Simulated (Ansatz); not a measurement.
NbNO:
```cif
data_N4Nb4O4
_chemical_formula_sum 'Nb4 N4 O4'
_space_group_name_H-M_alt 'P 1'
_space_group_IT_number 1
_cell_length_a 4.95516
_cell_length_b 5.02000
_cell_length_c 5.16975
_cell_angle_alpha 90.000
_cell_angle_beta 99.989
_cell_angle_gamma 90.000
loop_
_space_group_symop_operation_xyz
  'x, y, z'
loop_
_atom_site_label
_atom_site_type_symbol
_atom_site_fract_x
_atom_site_fract_y
_atom_site_fract_z
_atom_site_occupancy
Nb1 Nb 0.29404 0.45109 0.71849 1
Nb2 Nb 0.70596 0.54891 0.28151 1
Nb3 Nb 0.70596 0.95109 0.78151 1
Nb4 Nb 0.29404 0.04891 0.21849 1
N1 N 0.44110 0.74516 0.97768 1
N2 N 0.55890 0.25484 0.02232 1
N3 N 0.55890 0.24516 0.52232 1
N4 N 0.44110 0.75484 0.47768 1
O1 O 0.06141 0.32349 0.34821 1
O2 O 0.93859 0.67651 0.65179 1
O3 O 0.93859 0.82349 0.15179 1
O4 O 0.06141 0.17651 0.84821 1
```

Relaxed with PBEsol. 

HSE06 on this cell (Ansatz, a first-principles code, PAW) gives a gap of 2.72 eV. What does PBEsol give?

1.57 eV.

Cost on shared cores: the PBEsol run (SCF on a 6×6×6 mesh, then bands and DOS) around 2.8 core-minutes (rough), the HSE06 run (SCF on 4×3×3, then a few points) roughly 4 core-minutes; the tasks are unlike.

Space group P2_1/c. The first step of the workflow began from a Materials Project structure, measured or hypothetical; the Crystallography Open Database files this formula in space group No. 14, but the cells were not matched. Its standing as an ambient phase is unchecked. The cell was relaxed with PBEsol under the symmetry of its start; its stability against distortions is not shown here. No spin polarisation was allowed. Spin–orbit coupling is left out wherever it is not named.

Potentials: the later of the program's two PAW sets.

Ansatz is a plane-wave DFT program.
